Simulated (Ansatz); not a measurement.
A relaxed cell of MgSi4N2 is given with its symmetry left out. The cell was found from a structure generator's guess, not taken from experiment.

These are results of DFT PBE, scalar-relativistic, plane waves, PAW in Ansatz 0.2.0, not measurements. Cutoff 420 eV, Γ-centred mesh, Gaussian smearing, no spin polarisation.

```yaml
crystal:
  lattice:
    - [-1.77984, 3.29885, 4.49667]
    - [1.77984, -3.29885, 4.49667]
    - [1.77984, 3.29885, -4.49667]
  atoms:
    - { symbol: Mg, position: [0.00000, 0.50000, 0.50000] }
    - { symbol: Si, position: [0.86092, 0.17811, 0.68281] }
    - { symbol: Si, position: [0.50469, 0.82189, 0.68281] }
    - { symbol: Si, position: [0.49531, 0.17811, 0.31719] }
    - { symbol: Si, position: [0.13908, 0.82189, 0.31719] }
    - { symbol: N, position: [0.21136, 0.00000, 0.21136] }
    - { symbol: N, position: [0.78864, 0.00000, 0.78864] }
```

The zero of energy is the elements' standard structures at the same level (N₂ as a molecule); no fitted shifts are applied.

Problem. Find its symmetry and describe it.

Solution. Immm (No. 71). Conventional cell: a = 3.560 Å, b = 6.598 Å, c = 8.993 Å. Mg has 4 N at 2.26 Å; Si has 1 N at 1.75 Å and 3 Si at 2.37–2.41 Å; N has 2 Si at 1.75 Å and 2 Mg at 2.26 Å.

Problem. How far does it lie from the elements in energy?

Solution. −0.28 eV/atom. Whether it is stable depends on the other phases of the system, which aren't compared here.

Problem. Is it a metal?

Solution. Yes, bands cross the Fermi level on the 12×12×12 mesh.

Problem. From what recipe could a structure generator have reached it?

Solution. One such recipe: 3-, 4-connected net, elements by coordination, guests in its cages (Immm, No. 71). Other recipes can lead to the same cell.

The last run used a 12×12×12 mesh for its 7-atom cell and Gaussian smearing of 0.10 eV. Symmetry constrained the relaxation, so the result can be a saddle point.
